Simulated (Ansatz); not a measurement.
The start is a generated trial cell of Ni in the AFLOW prototype A_hR2_166_c (A7, as in As). The structure is fully relaxed (lattice and positions, P = 0) with r2SCAN (plane waves to 500 eV, PAW, scalar-relativistic; Ansatz, a quantum-chemistry and plane-wave program). The first steps use a coarse 13×13×13 k-mesh.

Initial structure:
```
CELL_PARAMETERS angstrom
      1.50292     0.86771     2.78699
     -1.50292     0.86771     2.78699
      0.00000    -1.73542     2.78699
ATOMIC_POSITIONS crystal
  Ni 0.22754 0.22754 0.22754
  Ni 0.77246 0.77246 0.77246
```
Spin-polarised start, with parallel moments on Ni.

Q: How large is the pressure on the unrelaxed cell, and of which sign?

A: +42.4 GPa (positive: the cell is compressed).

Q: What is the largest force in the starting geometry, and on which atom (counted from 1)?

A: 4.27 eV/Å, on Ni1, Ni2 (atoms numbered as listed).

Q: How much energy is released per atom?

A: 1.23 eV/atom.

Q: How does the volume per atom move from start to end?

A: -3.5 %, from 10.90 to 10.52 Å³/atom.

Q: How do the shortest distances between atoms change?

A: The closest pairs of elements (up to four, under 3.6 Å), start → end: Ni–Ni 2.01 → 2.46 Å.

Q: Is the relaxed structure metallic? Give its gap.

A: Zero (metallic).

Q: What magnetic moments remain?

A: Net 0.74 μB/atom, ferromagnetic.

Q: Write out the relaxed structure.

A: 
Space group Fm-3m (No. 225); a = b = c = 3.4781 Å, α = β = γ = 90.00°

| atom | site | symmetry | x | y | z |
|---|---|---|---|---|---|
| Ni | 4b | m-3m | 0.5000 | 0.5000 | 0.5000 |
(The calculation used a cell of 1 atom; values per cell refer to that cell.)

Final values are on a 23×23×23 k-mesh of the relaxed cell. Spin state reached: ferromagnetic (net 0.74 μB/atom), from parallel starting moments; other spin orders were not run from this start. r2SCAN tends to overstate moments in metals.

The run could not lose the symmetry of its start; a randomly shaken copy of 2 atoms returns to this structure.
